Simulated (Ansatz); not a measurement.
Relaxed-ion elastic tensor of TlHg (CsCl type, Pm-3m) in GPa (Voigt order), PBEsol in the plane-wave PAW code Ansatz; density 12.77 g/cm³, 26.33 Å³ per atom.

```
35.6  37.7  37.7   0.0   0.0   0.0
37.7  35.6  37.7   0.0   0.0   0.0
37.7  37.7  35.6   0.0   0.0   0.0
 0.0   0.0   0.0   4.7   0.0   0.0
 0.0   0.0   0.0   0.0   4.7   0.0
 0.0   0.0   0.0   0.0   0.0   4.7
```

### Question
Is the crystal mechanically stable?

### Answer
No: the smallest eigenvalue of C is -2.0 GPa.

The workflow started from an entry of the Crystallography Open Database (COD). Its standing as an ambient phase is unchecked. Symmetry was held in the PBEsol relaxation. At this level the phase is mechanically unstable. As this level gives no gap, shear constants depend on the k-mesh and smearing (Fermi–Dirac, 0.1 eV here). Spin–orbit coupling is left out wherever it is not named.

Potentials: the later of the program's two PAW sets.
